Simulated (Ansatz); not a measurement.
Starting cell, Te (trigonal-Te type, space group P3_121):

```
Te
1.0
    9.04180     0.00000     0.00000
   -2.26045     3.91521     0.00000
    0.00000     0.00000     5.95427
Te
6
Direct
  0.13406   0.00000   0.33333
  0.63406   0.00000   0.33333
  0.00000   0.26811   0.66667
  0.50000   0.26811   0.66667
  0.36594   0.73189   0.00000
  0.86594   0.73189   0.00000
```

The atoms are displaced by Q × the pattern below (from a DFPT mode at M = (0.5, 0.0, 0.0), largest move 1; Q in Å), at fixed cell. (q is in reciprocal vectors of the primitive cell; the cell shown is doubled to hold the pattern.)

```csv
atom,x,y,z
Te1,0.415,-0.533,-0.119
Te2,-0.415,0.533,0.119
Te3,0.500,-0.866,0.000
Te4,-0.500,0.866,0.000
Te5,-0.254,0.626,-0.119
Te6,0.254,-0.626,0.119
```

The numbers are results of PBE (plane waves to 420 eV, PAW, scalar-relativistic; Ansatz, a quantum-chemistry and plane-wave program), not measurements. k mesh 9×9×6 (Γ-centred), Fermi-Dirac smearing 0.05 eV. E stands for the smeared free energy. Spin-orbit coupling is left out, though Te is heavy. Te was relaxed with its symmetry unable to fall. ΔE is measured from the undisplaced structure.

```json
[
 {"Q (Å)": "-0.1000", "ΔE (meV/cell)": "15.5"},
 {"Q (Å)": "-0.0833", "ΔE (meV/cell)": "withheld"},
 {"Q (Å)": "-0.0667", "ΔE (meV/cell)": "6.9"},
 {"Q (Å)": "-0.0500", "ΔE (meV/cell)": "3.9"},
 {"Q (Å)": "-0.0333", "ΔE (meV/cell)": "1.7"},
 {"Q (Å)": "-0.0167", "ΔE (meV/cell)": "0.4"},
 {"Q (Å)": "0.0000", "ΔE (meV/cell)": "0.0"},
 {"Q (Å)": "0.0167", "ΔE (meV/cell)": "0.4"},
 {"Q (Å)": "0.0333", "ΔE (meV/cell)": "1.7"},
 {"Q (Å)": "0.0500", "ΔE (meV/cell)": "3.9"},
 {"Q (Å)": "0.0667", "ΔE (meV/cell)": "6.9"},
 {"Q (Å)": "0.0833", "ΔE (meV/cell)": "withheld"},
 {"Q (Å)": "0.1000", "ΔE (meV/cell)": "15.5"}
]
```

Task: Fit an even polynomial form (powers 2, 4) to the given rows and predict ΔE at Q = 0.0833.

Result: Least squares on the 11 given rows: ΔE = (1553)·Q² + (-275.4)·Q⁴, in meV/cell with Q in Å; root-mean-square residual 0.02 meV/cell. At 0.0833 the fit gives 10.8 meV/cell; the calculation gives 10.8 meV/cell, the same to the digits shown. The quadratic term alone would give 10.8 meV/cell.

(For displaced atoms, the force is minus the slope of the energy, and its curvature is a force constant, which sets phonon frequencies.)
